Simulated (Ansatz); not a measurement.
Consider the following.

TiOs:
Space group Pm-3m (No. 221); a = b = c = 3.080 Å, α = β = γ = 90.00°

```csv
atom,site,symmetry,x,y,z
Os,1a,m-3m,0.0000,0.0000,0.0000
Ti,1b,m-3m,0.5000,0.5000,0.5000
```

This is the r²SCAN-relaxed structure.

Q: All from the program Ansatz at the r²SCAN level (PAW), unless another level is named. Predict the formation energy from the elements (no fitted shifts).

A: -0.81 eV/atom.

Q: Give the density of states at the Fermi level.

A: 0.16 states/eV per atom (mean over ±0.08 eV).

Q: Next, the gap with spin–orbit coupling?

A: none (metallic).

The workflow started from an entry of the Crystallography Open Database (COD). Whether it is the stable phase at ambient conditions was not checked. The cell was relaxed with r²SCAN under the symmetry of its start; its stability against distortions is not shown here. The run is not spin-polarised. The references are the lowest solids computed at this level, not always the standard phases. Scalar-relativistic: spin–orbit coupling is off unless named, which matters more the heavier the elements.

Potentials: the later of the program's two PAW sets.
